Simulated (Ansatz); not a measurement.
Space group Pnma (No. 62). a = 6.377 Å, b = 6.863 Å, c = 4.376 Å, α = 90.00°, β = 90.00°, γ = 90.00°
| atom | site | symmetry | x | y | z |
| --- | --- | --- | --- | --- | --- |
| Y | 4c | .m. | 0.3689 | 0.2500 | 0.0620 |
| F | 4c | .m. | 0.5226 | 0.2500 | 0.5882 |
| F | 8d | 1 | 0.1653 | 0.0632 | 0.3797 |

Equation of state of this YF3 structure (not necessarily the ground state), with shape and atoms relaxed at each volume where symmetry leaves them free. The calculation used DFT r2SCAN, scalar-relativistic, plane waves, PAW in Ansatz.

Settings: cutoff 500 eV, Γ-centred mesh 4×4×6 on the computed 16-atom cell, Gaussian smearing of 0.02 eV; no spin polarisation.

```tsv
V (Å³/atom)	E − E(largest V) (meV/atom)	P (GPa)	gap on mesh (eV)
10.533	64.88	21.65	9.36
10.892	24.26	14.77	9.19
11.251	-2.10	8.92	9.03
11.611	-16.40	4.00	8.86
11.970	-20.69	-0.02	8.67
12.329	-17.34	-2.51	8.53
12.688	-10.98	-2.99	8.40
13.167	0.00	-4.38	8.29
```

Does one Birch–Murnaghan curve describe these points?

Not well: the fit leaves 0.68 meV/atom rms, which suggests a change of structure or state along the series.

The gaps are read on the mesh, which can miss the band edges, so they can be too wide.

Cost: 8 runs of about 37 core-minutes in all, on Oxide Virtual Turin-like Processor (Zen 5) (shared hosts).